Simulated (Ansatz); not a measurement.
Profile along the Ta–Ta line in Ta (bcc, W type)

Ta (bcc, W type)

```cif
data_Ta
_chemical_formula_sum 'Ta1'
_space_group_name_H-M_alt 'P 1'
_space_group_IT_number 1
_cell_length_a 2.87485
_cell_length_b 2.87485
_cell_length_c 2.87485
_cell_angle_alpha 109.471
_cell_angle_beta 109.471
_cell_angle_gamma 109.471
loop_
_space_group_symop_operation_xyz
  'x, y, z'
loop_
_atom_site_label
_atom_site_type_symbol
_atom_site_fract_x
_atom_site_fract_y
_atom_site_fract_z
_atom_site_occupancy
Ta1 Ta 0.00000 0.00000 0.00000 1
```

Fields along a shortest Ta–Ta line of a {211} plane (2.87 Å), from Ta to Ta, interpolated on the slice's grid (step about 0.2 Å). Level of theory: PBE (plane waves to 420 eV, PAW, scalar-relativistic; Ansatz, a program for electronic structure). k mesh 20×20×20. These are valence fields of a PAW run, semicore shells included where kept as valence: close to a nucleus they are smooth pseudo fields. Spin-orbit coupling is left out, though Ta is heavy. Ta is run without spin polarisation. Ta was relaxed with its symmetry unable to fall.

```csv
distance from Ta (Å),valence electron density (e/Å³),electron localisation function
0.00,3.09,x
0.29,4.33,x
0.57,3.71,0.72
0.86,1.24,0.49
1.15,0.40,0.22
1.44,0.30,0.30
1.72,0.40,0.22
2.01,1.24,0.49
2.30,3.71,0.72
2.58,4.33,x
2.87,3.09,x
```

x: too close to a nucleus for the ELF to mean much.

Density on the Ta–Ta line (2.87 Å) at its midpoint: 0.30 e/Å³. ELF at that point: 0.30.
